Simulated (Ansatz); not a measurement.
# SnTe₃C: modes against the lattice constant

Computed with DFT LDA, scalar-relativistic, plane waves, PAW in Ansatz. Cutoff 420 eV, 8×8×8 k-points (Γ-centred), Fermi-Dirac smearing of 0.15 eV. No spin polarisation. Phonons by linear response, acoustic sum rule imposed.

The cell is fixed (symmetry leaves no force on the atoms) and stands under 2.2 GPa:
```cif
data_structure
_symmetry_space_group_name_H-M 'Pm-3m'
_symmetry_Int_Tables_number 221
_cell_length_a 4.7610
_cell_length_b 4.7610
_cell_length_c 4.7610
_cell_angle_alpha 90.000
_cell_angle_beta 90.000
_cell_angle_gamma 90.000
_cell_volume 107.92
loop_
_atom_site_label
_atom_site_type_symbol
_atom_site_symmetry_multiplicity
_atom_site_Wyckoff_symbol
_atom_site_fract_x
_atom_site_fract_y
_atom_site_fract_z
_atom_site_occupancy
Sn1 Sn 1 a 0.00000 0.00000 0.00000 1
C1 C 1 b 0.50000 0.50000 0.50000 1
Te1 Te 3 c 0.50000 0.50000 0.00000 1
```

Its imaginary modes show that this cell, the ideal cubic perovskite prototype, isn't a minimum of the energy. In a metal, frequencies and elastic constants depend on the k mesh and the smearing, soft modes and shear constants most.

Question: How do the optical zone-centre modes (counted from the lowest optical one, degenerate ones once; i marks imaginary ones) of this metal change over a = 4.622 and 4.761 Å?

Answer:
| a (Å) | 4.622 | 4.761 |
| --- | --- | --- |
| pressure (GPa) | 11.5 | 2.2 |
| mode 1 (cm⁻¹) | 369i | 428i |
| mode 4 (cm⁻¹) | 57 | 7i |
| mode 7 (cm⁻¹) | 93 | 75 |
| mode 10 (cm⁻¹) | 151 | 129 |

Cost: 2 runs of about 11 core-minutes in all, on Arm Neoverse V2 (shared hosts).